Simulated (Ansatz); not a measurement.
InP:
```
CELL_PARAMETERS angstrom
      0.00000     2.97945     2.97945
      2.97945     0.00000     2.97945
      2.97945     2.97945     0.00000
ATOMIC_POSITIONS crystal
  P  0.75000 0.75000 0.75000
  In 0.00000 0.00000 0.00000
```

Relaxed with PBE. Special points in fractions of this cell's reciprocal vectors: Γ (0.000, 0.000, 0.000); X (0.500, 0.000, 0.500); U (0.625, 0.250, 0.625); K (0.375, 0.375, 0.750); L (0.500, 0.500, 0.500); W (0.500, 0.250, 0.750).

### Question
List the band energies nearest the valence-band maximum at these points for DFT-PBE in the program Ansatz with PAW potentials.

### Answer
In eV from the valence-band maximum; about four levels below and three above (degenerate sets whole), none deeper than 8.9 eV; points with the same levels are listed once.

```csv
k,below,above
Γ,0.00 0.00 0.00,0.44 4.09 4.09 4.09
X,-5.54 -2.16 -2.16,1.85 2.27 8.91
U,-5.40 -3.07 -1.80,2.38 4.29 7.36
L,-5.47 -0.90 -0.90,1.38 4.80 4.80
W,-5.40 -2.75 -2.69,4.18 4.29 5.44
```

Space group F-43m (zinc blende). Symmetry was held in the PBE relaxation. Spin–orbit coupling is left out wherever it is not named.

Potentials: the later of the program's two PAW sets.
